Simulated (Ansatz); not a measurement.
Ru (hcp, Mg type)

```yaml
crystal:
  lattice:
    - [2.72216, 0.00000, 0.00000]
    - [-1.36108, 2.35746, 0.00000]
    - [0.00000, 0.00000, 4.29083]
  atoms:
    - { symbol: Ru, position: [0.33333, 0.66667, 0.75000] }
    - { symbol: Ru, position: [0.66667, 0.33333, 0.25000] }
```

The slice is a (0001) plane (indices of the conventional cell) through the point (0.333, 0.667, 0.750) (fractional), spanned by u = [110] and v = [1 -1 0] in vectors of this cell: u (2.72 Å) and v (4.71 Å, at 90° to u). It covers one period; positions are fractions (u, v).

These are PBE (plane waves to 420 eV, PAW, scalar-relativistic; Ansatz, an electronic-structure program) values and carry that method's errors. k mesh 20×20×11. Near the nuclei the fields are pseudised (PAW); where an atom keeps semicore shells as valence, they peak there. Ru is run without spin polarisation. Ru was relaxed with its symmetry unable to fall.

### Question
What is the ELF at the midpoint of the shortest Ru–Ru line in this plane (2.72 Å)?

### Answer
0.31.

### Question
What is the valence density on the shortest Ru–Ru line in this plane (2.72 Å), at its midpoint?

### Answer
0.38 e/Å³.

### Question
Sketch the electron localisation function (ELF) on this plane as a map.

### Answer
```
|xxxx@*: ... :*@xxx|
|xxx@%+.  .  .+%@xx|
|xx@@*-   .   -*@@x|
|@@%#=.  ...  .=#%@|
|##+-.   ...   .-+#|
|--:.   .....   .:-|
|    ..... .....   |
|  ..:..     ..:.. |
|..::..       ..::.|
|:::.  .:::::.  .::|
|::.  :-+***+-:  .:|
|:.  .=#%@@@%#=.  .|
|:. .-#@@xxx@@#-. .|
|:. .+%@xxxxx@%+. .|
|:. :*@xxxxxxx@*: .|
|:. :*@xxxxxxx@*: .|
|.. :*@xxxxxxx@*: .|
|.  .+%@xxxxx@%+.  |
|.   -*@@xxx@@*-   |
|..  .=#%@@@%#=.  .|
|..   .-+###+-.   .|
|...   .:---:.   ..|
| .....       .....|
|   ..:..   ..:..  |
|    ..::...::..   |
|:::.  .:::::.  .::|
|**+-:  .:::.  :-+*|
|@@%#=.  .:.  .=#%@|
|xx@@#-. .:. .-#@@x|
|xxx@%+. .:. .+%@xx|
|xxxx@*: .:. :*@xxx|
|xxxx@*: .:. :*@xxx|
```
Scale: ten equal steps from 0.21 (start of ' ') to 0.68 (end of '@'), in the order ' .:-=+*#%@'. Values: electron localisation function (ELF). The map has 18 points along u (one character each, u = 0 at the left) and 32 along v (v = 0 in the bottom row). Points within 0.5 Å of a nucleus are blanked (x), as the pseudised field means little there.
